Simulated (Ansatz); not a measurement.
## Co: from a starting cell to a relaxed one

The start is a relaxed Co cell deformed by the Cartesian strain tensor (xx, yy, zz, yz, xz, xy) = (0.023, 0.054, 0.040, 0.050, -0.051, -0.122). The structure is fully relaxed (lattice and positions, P = 0) with PBEsol (plane waves to 420 eV, PAW, scalar-relativistic; Ansatz, an electronic-structure program). The first steps use a coarse 16×15×8 k-mesh.

Initial structure:
```yaml
crystal:
  lattice:
    - [2.51379, -0.30102, -0.12532]
    - [-1.51758, 2.39348, 0.16906]
    - [-0.20240, 0.19843, 4.12736]
  atoms:
    - { symbol: Co, position: [0.33333, 0.66667, 0.75000] }
    - { symbol: Co, position: [0.66667, 0.33333, 0.25000] }
```
Spin-polarised start, with parallel moments on Co.

* **Initial pressure**: -10.3 GPa (negative: the cell is under tension)
* **Energy released**: 0.26 eV/atom
* **Relative to the parent**: It returns to the parent structure, P6₃/mmc (No. 194)
* **Shortest distances (start → end)**: The closest pairs of elements (up to four, under 3.6 Å), start → end: Co–Co 2.32 → 2.44 Å
* **Band gap at the end**: no gap (metallic)
* **Optimiser moves**: 13

The end point of the relaxation:

Space group P6₃/mmc (No. 194); a = 2.4573 Å, b = 2.4573 Å, c = 3.9686 Å, α = 90.00°, β = 90.00°, γ = 120.00°

```tsv
atom	site	symmetry	x	y	z
Co	2c	-6m2	0.3333	0.6667	0.2500
```

Final values are on a 22×22×12 k-mesh of the relaxed cell. Spin state reached: ferromagnetic (net 1.58 μB/atom), from parallel starting moments; other spin orders were not run from this start.

The run could not lose the symmetry of its start.
